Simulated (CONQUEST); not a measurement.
CONQUEST run on Au (P1, 4 atoms in the cell; from Materials Project mp-1008634, changed as shown): self-consistent single point.

Method: CONQUEST with PBEsol, numerical atomic orbitals double-zeta with polarisation (the shipped basis), PseudoDojo norm-conserving potentials made for PBEsol.

The change in words: atoms moved at random. Reference geometry (Cmcm):
```
Au
1.0
    2.83702     0.00000     0.00000
    0.00000     5.13794     0.00000
    0.00000     0.00000     4.91812
Au
4
Direct
  0.00000   0.33467   0.75000
  0.50000   0.16533   0.25000
  0.50000   0.83467   0.75000
  0.00000   0.66533   0.25000
```

Reference input (self-consistent single point, DFT, PBEsol, numerical atomic orbitals double-zeta with polarisation (the shipped basis), PseudoDojo norm-conserving potentials made for PBEsol): basis = DZP; Diag.MPMeshX, Y, Z = 12 6 8; potentials = PseudoDojo norm-conserving PBEsol; Grid.GridCutoff = 140 Ha; DM.SolutionMethod = diagon; Diag.kT = 0.001837 Ha; Diag.GammaCentred = true; minE.SCTolerance = 1.0e-06; SC.MaxIters = 100; SC.LinearMixingFactor = 0.3; SC.KerkerPreCondition = true; SC.KerkerFactor = 0.3 1/bohr. This run's input differs from it in these lines:

```diff
@@ -34,6 +34,6 @@
 4
-    0.000000000     0.334670000     0.750000000  1 T T T
-    0.500000000     0.165330000     0.250000000  1 T T T
-    0.500000000     0.834670000     0.750000000  1 T T T
-    0.000000000     0.665330000     0.250000000  1 T T T
+    0.006105000     0.330298000     0.735175000  1 T T T
+    0.505428000     0.167269000     0.261787000  1 T T T
+    0.489742000     0.832547000     0.752777000  1 T T T
+    0.998725000     0.669886000     0.250261000  1 T T T
```

Output (repeated stretches shortened):

```
    PulayMixSC: Starting Pulay mixing, A_up =  0.300 A_dn =  0.300
    PulayMixSC: Spin non-polarised calculation.
    PulayMixSC: with Kerker preconditioning, q0 =  0.300
          Harris-Foulkes Energy            :      -589.697152763260647 Ha
          Free Energy (E-TS)               :      -589.697443650155378 Ha
    PulayMixSC: Pulay iteration     1 residual:              0.22954E-02
          Harris-Foulkes Energy            :      -589.672536126508362 Ha
          Free Energy (E-TS)               :      -589.672808928944733 Ha
    PulayMixSC: Pulay iteration     2 residual:              0.17219E-02
   [... lines left out ...]
          Free Energy (E-TS)               :      -589.639476837467669 Ha
    PulayMixSC: Pulay iteration     9 residual:              0.24338E-05
          Harris-Foulkes Energy            :      -589.639160158537493 Ha
          Free Energy (E-TS)               :      -589.639476817908076 Ha
    PulayMixSC: Pulay iteration    10 residual:              0.19391E-05
          Harris-Foulkes Energy            :      -589.639160178837528 Ha
          Free Energy (E-TS)               :      -589.639476883294947 Ha
    PulayMixSC: Pulay iteration    11 residual:              0.59661E-06
    PulayMixSC: Reached SCF tolerance of  0.59661E-06 after     11 iterations
      | Number of electrons      =        76.000059
      | GS Energy as E-(1/2)TS   =      -589.639318531066237 Ha
      | Free Energy as E-TS      =      -589.639476883294947 Ha
      |* Harris-Foulkes energy   =      -589.639160178837528 Ha
      |* DFT total energy        =      -589.639160151492774 Ha

    force: Forces on atoms (Ha/a0)
    force:  Atom   X              Y              Z
    force:     1  -0.0008231020   0.0029615561   0.0121456998
    force:     2  -0.0003316075  -0.0002843815  -0.0119959303
    force:     3   0.0011121405  -0.0011009134   0.0024569938
    force:     4   0.0001083923  -0.0016250169  -0.0026598550

    force: Maximum force :        0.01214570(Ha/a0) on atom         1 in z direction
    force: Force Residual:        0.00893410 Ha/a0
    force: Total stress:          5.00034092     6.61594622     6.03372980 GPa
    force: Average pressure:     -5.88333898 GPa

    get_E_and_F: Change in energy during last step of electronic optimisation: -0.20300E-07
```

The run converged in 11 iterations. CONQUEST prints the stress tensor with tension positive. Against the reference run the free energy rises by 10.8 meV/atom, the pressure goes from -6.52 to -5.88 GPa and the largest force goes from under 0.1 to 0.64 eV/Å.

The program uses no crystal symmetry, so grid and mesh can part values that symmetry would make equal. The atom-centred basis is finite, which shifts total energies, pressures and forces against plane waves. The structure comes from a collection of computed structures, made at another level of theory; the collection holds predicted forms beside known ones. Its lattice was then scaled.

Cost on one core: very roughly 2.8 core-minutes.
